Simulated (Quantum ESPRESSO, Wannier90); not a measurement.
## Wannierisation of Bi$_{2}$Pd (I4/mmm)

```xyz
3
Lattice="0.0000 -3.3867 0.0000 3.3867 0.0000 0.0000 -1.6933 1.6933 6.6235" Properties=species:S:1:pos:R:3 pbc="T T T"
Bi    -1.6933     1.6933     1.7528
Bi     1.6933    -1.6933    -1.7528
Pd     0.0000     0.0000     0.0000
```

Cell from Materials Project (mp-570197), symmetrised, no further relaxation. COD (Crystallography Open Database) has the formula in 2 space groups, this one among them (matched by group alone). Computed values, not measurements, from PBEsol: Quantum ESPRESSO (norm-conserving PseudoDojo potentials, cutoff 66 Ry, spinors with spin-orbit coupling) on a Γ-centred 6×6×6 mesh, then Wannier90. Density: 12×12×12 mesh, cold smearing 0.01 Ry.

A tight-binding model is made by disentanglement and projection with no localisation steps (num_iter = 0), so the 34 orbitals stay atom-like: hydrogen-like Bi: s;p; Pd: s;p;d, axes along x, y, z; frozen window up to 1.50 eV relative to the Fermi level. It follows pw.x to 83 meV rms for states up to 1.0 eV relative to the Fermi level. Matrix elements depend on this choice of orbitals and windows. Bands 9–16 (Bi 5d 100 %), 17–28 (Bi 5d 100 %) lie between the kept ones and are excluded.

The 45 largest hoppings ⟨m,0|H|n,R⟩ between different sites (one of each Hermitian pair; signs follow the real orbitals' lobes; the list may end inside a set of equal values):

```csv
m,n,R,distance of the centres (Å),t (eV),Im t (eV)
Pd3 s↑,Bi1 px↑,0 0 0,2.89,3.226,-0.594
Pd3 s↑,Bi1 py↑,0 0 0,2.89,-3.226,-0.594
Pd3 s↑,Bi2 px↑,0 0 0,2.89,-3.226,0.594
Pd3 s↑,Bi2 py↑,0 0 0,2.89,3.226,0.594
Pd3 s↓,Bi1 px↓,0 0 0,2.89,3.226,0.594
Pd3 s↓,Bi1 py↓,0 0 0,2.89,-3.226,0.594
Pd3 s↓,Bi2 px↓,0 0 0,2.89,-3.226,-0.594
Pd3 s↓,Bi2 py↓,0 0 0,2.89,3.226,-0.594
Bi2 px↑,Pd3 s↑,0 1 0,2.89,3.226,-0.594
Bi2 px↓,Pd3 s↓,0 1 0,2.89,3.226,0.594
Bi2 py↑,Pd3 s↑,0 1 0,2.89,3.226,0.594
Bi2 py↓,Pd3 s↓,0 1 0,2.89,3.226,-0.594
Pd3 s↑,Bi1 px↑,0 1 0,2.89,-3.226,-0.594
Pd3 s↑,Bi1 py↑,0 1 0,2.89,-3.226,0.594
Pd3 s↓,Bi1 px↓,0 1 0,2.89,-3.226,0.594
Pd3 s↓,Bi1 py↓,0 1 0,2.89,-3.226,-0.594
Bi2 px↑,Pd3 s↑,1 0 0,2.89,-3.226,0.594
Bi2 px↓,Pd3 s↓,1 0 0,2.89,-3.226,-0.594
Bi2 py↑,Pd3 s↑,1 0 0,2.89,-3.226,-0.594
Bi2 py↓,Pd3 s↓,1 0 0,2.89,-3.226,0.594
Pd3 s↑,Bi1 px↑,1 0 0,2.89,3.226,0.594
Pd3 s↑,Bi1 py↑,1 0 0,2.89,3.226,-0.594
Pd3 s↓,Bi1 px↓,1 0 0,2.89,3.226,-0.594
Pd3 s↓,Bi1 py↓,1 0 0,2.89,3.226,0.594
Bi2 px↑,Pd3 s↑,1 1 0,2.89,3.226,0.594
Bi2 px↓,Pd3 s↓,1 1 0,2.89,3.226,-0.594
Bi2 py↑,Pd3 s↑,1 1 0,2.89,-3.226,0.594
Bi2 py↓,Pd3 s↓,1 1 0,2.89,-3.226,-0.594
Pd3 s↑,Bi1 px↑,1 1 0,2.89,-3.226,0.594
Pd3 s↑,Bi1 py↑,1 1 0,2.89,3.226,0.594
Pd3 s↓,Bi1 px↓,1 1 0,2.89,-3.226,-0.594
Pd3 s↓,Bi1 py↓,1 1 0,2.89,3.226,-0.594
Pd3 s↑,Bi1 pz↑,0 0 0,2.97,-2.978,0.000
Pd3 s↑,Bi2 pz↑,0 0 0,2.97,2.978,0.000
Pd3 s↓,Bi1 pz↓,0 0 0,2.97,-2.978,0.000
Pd3 s↓,Bi2 pz↓,0 0 0,2.97,2.978,0.000
Bi2 pz↑,Pd3 s↑,0 1 0,2.97,2.978,0.000
Bi2 pz↓,Pd3 s↓,0 1 0,2.97,2.978,0.000
Pd3 s↑,Bi1 pz↑,0 1 0,2.97,-2.978,0.000
Pd3 s↓,Bi1 pz↓,0 1 0,2.97,-2.978,0.000
Bi2 pz↑,Pd3 s↑,1 0 0,2.97,2.978,0.000
Bi2 pz↓,Pd3 s↓,1 0 0,2.97,2.978,0.000
Pd3 s↑,Bi1 pz↑,1 0 0,2.97,-2.978,0.000
Pd3 s↓,Bi1 pz↓,1 0 0,2.97,-2.978,0.000
Bi2 pz↑,Pd3 s↑,1 1 0,2.97,2.978,0.000
```
